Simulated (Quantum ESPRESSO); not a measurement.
Si3NO4F, one run as intended and one with a planted mistake

Computed values, not a measurement. The program is pw.x of Quantum ESPRESSO 7.5 (plane-wave density functional theory). The cell is made up: 9 atoms on a quartz lattice, with randomly drawn elements, strain and displacements, not relaxed. PseudoDojo standard norm-conserving files (v0.5 for PBE, v0.4.1 for LDA and PBEsol) set the functional; there is no spin polarisation, spin-orbit coupling or dispersion term, and the masses in the input are unused placeholders.

Intended input:

```
&control calculation='scf', pseudo_dir='./dojo.nc.sr.pbe.v0_5.standard.upf', outdir='./o', disk_io='medium', tprnfor=.true., tstress=.true. /
&system ibrav=0, nat=9, ntyp=4, nbnd=30, ecutwfc=84.00895049, nosym=.true., tot_charge=0,
 occupations='smearing', smearing='fd', degauss=0.0018374661
/
&electrons conv_thr=7.350e-09, electron_maxstep=60, /
ATOMIC_SPECIES
F 1.0 F.upf
N 1.0 N.upf
O 1.0 O.upf
Si 1.0 Si.upf
CELL_PARAMETERS angstrom
5.1178 0.0651 0.0056
-2.5026 4.2879 -0.0298
0.0061 -0.0342 5.6239
ATOMIC_POSITIONS angstrom
Si 2.3305 -0.0733 3.7715
Si -1.1416 1.9709 1.818
Si 1.3192 2.449 -0.0186
N 1.4786 1.2466 4.3548
O 3.4045 0.6726 2.5525
O 2.8017 2.7276 0.6363
O 0.2732 1.8942 1.2235
F -0.9908 3.2482 3.0316
O 0.8716 3.6602 4.8987
K_POINTS automatic
5 5 4 1 1 1
```

The log is shortened where brackets say so; the opening notice, blank lines, dates and the lines on written files are dropped, and the path of the files is cut. It prints rydbergs, bohrs and kilobars, and counts compression as positive stress. Where no state is partly filled, the Fermi energy that it prints is only some level between the filled and the empty states on the mesh, and need not lie in the true gap.

Log of the intended run:

```
     Program PWSCF v.7.5
     Parallel version (MPI & OpenMP), running on       1 processor cores
     Number of MPI processes:                 1
     Threads/MPI process:                     1
     [start-up lines left out]
     bravais-lattice index     =            0
     lattice parameter (alat)  =       9.6720  a.u.
     unit-cell volume          =     838.9912 (a.u.)^3
     number of atoms/cell      =            9
     number of atomic types    =            4
     number of electrons       =        48.00
     number of Kohn-Sham states=           30
     kinetic-energy cutoff     =      84.0090  Ry
     charge density cutoff     =     336.0358  Ry
     scf convergence threshold =      7.3E-09
     mixing beta               =       0.7000
     number of iterations used =            8  plain     mixing
     Exchange-correlation= PBE
                           (   1   4   3   4   0   0   0)
     [axes and pseudopotential details left out]
   Cartesian axes
     site n.     atom                  positions (alat units)
         1        Si     tau(   1) = (   0.4553343  -0.0143214   0.7368777  )
         2        Si     tau(   2) = (  -0.2230464   0.3850755   0.3552018  )
         3        Si     tau(   3) = (   0.2577460   0.4784869  -0.0036341  )
         4        N      tau(   4) = (   0.2888897   0.2435614   0.8508432  )
         5        O      tau(   5) = (   0.6651730   0.1314129   0.4987088  )
         6        O      tau(   6) = (   0.5473976   0.5329200   0.1243206  )
         7        O      tau(   7) = (   0.0533780   0.3700898   0.2390481  )
         8        F      tau(   8) = (  -0.1935830   0.6346351   0.5923156  )
         9        O      tau(   9) = (   0.1702937   0.7151318   0.9571106  )
     number of k points=    50  Fermi-Dirac smearing, width (Ry)=  0.0018
                       cart. coord. in units 2pi/alat
        k(    1) = (   0.0976293   0.1771421   0.1147317), wk =   0.0400000
        k(    2) = (   0.0973622   0.1785675   0.3422615), wk =   0.0400000
     [further k points left out]
     Dense  grid:    87213 G-vectors     FFT dimensions: (  60,  60,  64)
     Estimated max dynamical RAM per process >     112.29 MB
     Initial potential from superposition of free atoms
     starting charge      47.9981, renormalised to      48.0000
     Starting wfcs are   36 randomized atomic wfcs
     total cpu time spent up to now is       15.7 secs
     per-process dynamical memory:    69.8 Mb
     Self-consistent Calculation
     iteration #  1     ecut=    84.01 Ry     beta= 0.70
     Davidson diagonalization with overlap
     ethr =  1.00E-02,  avg # of iterations =  3.0
     total cpu time spent up to now is       52.6 secs
     total energy              =    -226.99379249 Ry
     estimated scf accuracy    <       2.75248533 Ry
     iteration #  2     ecut=    84.01 Ry     beta= 0.70
     Davidson diagonalization with overlap
     ethr =  5.73E-03,  avg # of iterations =  3.1
     total cpu time spent up to now is       87.5 secs
     total energy              =    -227.45354577 Ry
     estimated scf accuracy    <       3.17139125 Ry
     [iterations 3 to 11 left out]
     iteration # 12     ecut=    84.01 Ry     beta= 0.70
     Davidson diagonalization with overlap
     ethr =  8.13E-11,  avg # of iterations =  2.0
     total cpu time spent up to now is      401.5 secs
     total energy              =    -228.17459616 Ry
     estimated scf accuracy    <       0.00000001 Ry
     iteration # 13     ecut=    84.01 Ry     beta= 0.70
     Davidson diagonalization with overlap
     ethr =  2.10E-11,  avg # of iterations =  2.0
     total cpu time spent up to now is      426.9 secs
     End of self-consistent calculation
     [lines on levels left out]
     the Fermi energy is     5.9570 ev
!    total energy              =    -228.17459617 Ry
     estimated scf accuracy    <          8.3E-10 Ry
     smearing contrib. (-TS)   =      -0.00000000 Ry
     internal energy E=F+TS    =    -228.17459617 Ry
     The total energy is F=E-TS. E is the sum of the following terms:
     one-electron contribution =    -116.60053486 Ry
     hartree contribution      =      82.49628449 Ry
     xc contribution           =     -60.71453308 Ry
     ewald contribution        =    -133.35581271 Ry
     convergence has been achieved in  13 iterations
     Forces acting on atoms (cartesian axes, Ry/au):
     atom    1 type  4   force =     0.24096351    0.47283491    0.24950619
     atom    2 type  4   force =    -0.21517088   -0.09052681   -0.09322405
     atom    3 type  4   force =     0.09484281   -0.29017392   -0.00132676
     atom    4 type  2   force =    -0.01027208   -0.03858302    0.01331334
     atom    5 type  3   force =     0.00208738    0.01109935   -0.00637813
     atom    6 type  3   force =     0.11029589   -0.03029411    0.13865532
     atom    7 type  3   force =     0.07465274    0.03131729   -0.03230235
     atom    8 type  1   force =    -0.19685021   -0.24141650   -0.16261112
     atom    9 type  3   force =    -0.10054917    0.17574280   -0.10563245
     Total force =     0.847198     Total SCF correction =     0.000034
     Computing stress (Cartesian axis) and pressure
          total   stress  (Ry/bohr**3)                   (kbar)     P=       19.65
   0.00008783   0.00022452   0.00028423           12.92       33.03       41.81
   0.00022452   0.00052070   0.00050856           33.03       76.60       74.81
   0.00028423   0.00050856  -0.00020781           41.81       74.81      -30.57
     init_run     :     13.99s CPU     15.63s WALL (       1 calls)
     electrons    :    390.80s CPU    411.21s WALL (       1 calls)
     forces       :      6.55s CPU      6.71s WALL (       1 calls)
     stress       :     21.93s CPU     22.07s WALL (       1 calls)
     [timing details left out]
     PWSCF        :   7m13.49s CPU   7m36.32s WALL
     JOB DONE.
```

A second run has one planted mistake: the files are those of another functional. The input lines that differ, file-writing options aside:

```
- &control calculation='scf', pseudo_dir='./dojo.nc.sr.pbe.v0_5.standard.upf', outdir='./o', disk_io='medium', tprnfor=.true., tstress=.true. /
+ &control calculation='scf', pseudo_dir='./dojo.nc.sr.lda.v0_4_1.standard.upf', outdir='./o', disk_io='medium', tprnfor=.true., tstress=.true. /
```

Its log:

```
     Program PWSCF v.7.5
     Parallel version (MPI & OpenMP), running on       1 processor cores
     Number of MPI processes:                 1
     Threads/MPI process:                     1
     [start-up lines left out]
     bravais-lattice index     =            0
     lattice parameter (alat)  =       9.6720  a.u.
     unit-cell volume          =     838.9912 (a.u.)^3
     number of atoms/cell      =            9
     number of atomic types    =            4
     number of electrons       =        48.00
     number of Kohn-Sham states=           30
     kinetic-energy cutoff     =      84.0090  Ry
     charge density cutoff     =     336.0358  Ry
     scf convergence threshold =      7.3E-09
     mixing beta               =       0.7000
     number of iterations used =            8  plain     mixing
     Exchange-correlation= SLA  PW   NOGX NOGC
                           (   1   4   0   0   0   0   0)
     [axes and pseudopotential details left out]
   Cartesian axes
     site n.     atom                  positions (alat units)
         1        Si     tau(   1) = (   0.4553343  -0.0143214   0.7368777  )
         2        Si     tau(   2) = (  -0.2230464   0.3850755   0.3552018  )
         3        Si     tau(   3) = (   0.2577460   0.4784869  -0.0036341  )
         4        N      tau(   4) = (   0.2888897   0.2435614   0.8508432  )
         5        O      tau(   5) = (   0.6651730   0.1314129   0.4987088  )
         6        O      tau(   6) = (   0.5473976   0.5329200   0.1243206  )
         7        O      tau(   7) = (   0.0533780   0.3700898   0.2390481  )
         8        F      tau(   8) = (  -0.1935830   0.6346351   0.5923156  )
         9        O      tau(   9) = (   0.1702937   0.7151318   0.9571106  )
     number of k points=    50  Fermi-Dirac smearing, width (Ry)=  0.0018
                       cart. coord. in units 2pi/alat
        k(    1) = (   0.0976293   0.1771421   0.1147317), wk =   0.0400000
        k(    2) = (   0.0973622   0.1785675   0.3422615), wk =   0.0400000
     [further k points left out]
     Dense  grid:    87213 G-vectors     FFT dimensions: (  60,  60,  64)
     Estimated max dynamical RAM per process >     112.29 MB
     Initial potential from superposition of free atoms
     starting charge      47.9983, renormalised to      48.0000
     Starting wfcs are   36 randomized atomic wfcs
     total cpu time spent up to now is        9.4 secs
     per-process dynamical memory:    87.0 Mb
     Self-consistent Calculation
     iteration #  1     ecut=    84.01 Ry     beta= 0.70
     Davidson diagonalization with overlap
     ethr =  1.00E-02,  avg # of iterations =  3.0
     total cpu time spent up to now is       40.8 secs
     total energy              =    -226.81832062 Ry
     estimated scf accuracy    <       2.70256463 Ry
     iteration #  2     ecut=    84.01 Ry     beta= 0.70
     Davidson diagonalization with overlap
     ethr =  5.63E-03,  avg # of iterations =  3.2
     total cpu time spent up to now is       73.5 secs
     total energy              =    -227.22681694 Ry
     estimated scf accuracy    <       3.46959183 Ry
     [iterations 3 to 11 left out]
     iteration # 12     ecut=    84.01 Ry     beta= 0.70
     Davidson diagonalization with overlap
     ethr =  6.69E-11,  avg # of iterations =  2.1
     total cpu time spent up to now is      376.3 secs
     total energy              =    -228.01229755 Ry
     estimated scf accuracy    <          8.0E-09 Ry
     iteration # 13     ecut=    84.01 Ry     beta= 0.70
     Davidson diagonalization with overlap
     ethr =  1.66E-11,  avg # of iterations =  2.2
     total cpu time spent up to now is      407.1 secs
     End of self-consistent calculation
     [lines on levels left out]
     the Fermi energy is     5.4255 ev
!    total energy              =    -228.01229755 Ry
     estimated scf accuracy    <          3.7E-10 Ry
     smearing contrib. (-TS)   =      -0.00000000 Ry
     internal energy E=F+TS    =    -228.01229755 Ry
     The total energy is F=E-TS. E is the sum of the following terms:
     one-electron contribution =    -116.60655513 Ry
     hartree contribution      =      81.74221798 Ry
     xc contribution           =     -59.79214769 Ry
     ewald contribution        =    -133.35581271 Ry
     convergence has been achieved in  13 iterations
     Forces acting on atoms (cartesian axes, Ry/au):
     atom    1 type  4   force =     0.23171331    0.45450898    0.23771718
     atom    2 type  4   force =    -0.20166504   -0.09223933   -0.09267215
     atom    3 type  4   force =     0.09334251   -0.27261324   -0.00494263
     atom    4 type  2   force =    -0.00064433   -0.04050430    0.01872851
     atom    5 type  3   force =    -0.00173560    0.02245429   -0.00418321
     atom    6 type  3   force =     0.09831346   -0.04062695    0.13777940
     atom    7 type  3   force =     0.05822490    0.04021508   -0.03375693
     atom    8 type  1   force =    -0.17403983   -0.22517322   -0.15411619
     atom    9 type  3   force =    -0.10350939    0.15397869   -0.10455397
     Total force =     0.804153     Total SCF correction =     0.000025
     Computing stress (Cartesian axis) and pressure
          total   stress  (Ry/bohr**3)                   (kbar)     P=      -53.95
  -0.00042427   0.00020749   0.00025873          -62.41       30.52       38.06
   0.00020749   0.00000899   0.00051341           30.52        1.32       75.53
   0.00025873   0.00051341  -0.00068497           38.06       75.53     -100.76
     init_run     :      8.90s CPU      9.29s WALL (       1 calls)
     electrons    :    371.92s CPU    397.75s WALL (       1 calls)
     forces       :      6.83s CPU      6.94s WALL (       1 calls)
     stress       :     24.24s CPU     24.39s WALL (       1 calls)
     [timing details left out]
     PWSCF        :   6m52.19s CPU   7m18.90s WALL
     JOB DONE.
```

|  | intended run | run with the mistake |
| --- | --- | --- |
| free energy (eV) | -3104.474 | -3102.265 |
| smearing term -TS (eV) | 0.0000 | 0.0000 |
| pressure (GPa) | 1.96 | -5.40 |
| largest force component (eV/Å) | 12.157 | 11.686 |
| largest change of a force component (eV/Å) |  | 0.586 |
| iterations | 13 | 13 |

For scale, a rerun of the intended cell at 1437 eV and a 7 x 7 x 6 mesh moved values by no more than 0.002 eV in energy, 0.02 GPa in stress and 0.002 eV/Å in force. Files of another functional have another zero of energy, so the energy change says nothing on stability.